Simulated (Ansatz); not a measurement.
A geometry of Cr away from equilibrium: step 2 of the relaxation of a generated cell, Cr placed in the AFLOW prototype A_tP4_129_ac (A_d). All values below come from PBE (plane waves to 420 eV, PAW, scalar-relativistic; Ansatz, an electronic-structure program). Γ-centred k-mesh 8×8×11 on the run's cell (coarser than for final values), Fermi–Dirac smearing 0.05 eV. The plane waves were selected for a different cell earlier on the path.

```yaml
crystal:
  lattice:
    - [3.99295, 0.00000, 0.00000]
    - [0.00000, 3.99295, 0.00000]
    - [0.00000, 0.00000, 2.87644]
  atoms:
    - { symbol: Cr, position: [0.00000, 0.00000, 0.00000] }
    - { symbol: Cr, position: [0.50000, 0.50000, 0.00000] }
    - { symbol: Cr, position: [0.50000, 0.00000, 0.44321] }
    - { symbol: Cr, position: [0.00000, 0.50000, 0.55679] }
```
Spin-polarised start, with parallel moments on Cr.

Q: What forces act on the atoms (eV/Å)?

A: 
```csv
atom,Fx,Fy,Fz
Cr1,0.00,0.00,0.00
Cr2,0.00,0.00,0.00
Cr3,0.00,0.00,1.35
Cr4,0.00,0.00,-1.35
```

The path ends in Im-3m (No. 229) (bcc (W type)). Spin state reached: antiferromagnetic (net 0.00 μB/atom), from parallel starting moments; other spin orders were not run from this start.

The run could not lose the symmetry of its start; a randomly shaken copy of 4 atoms returns to this structure.
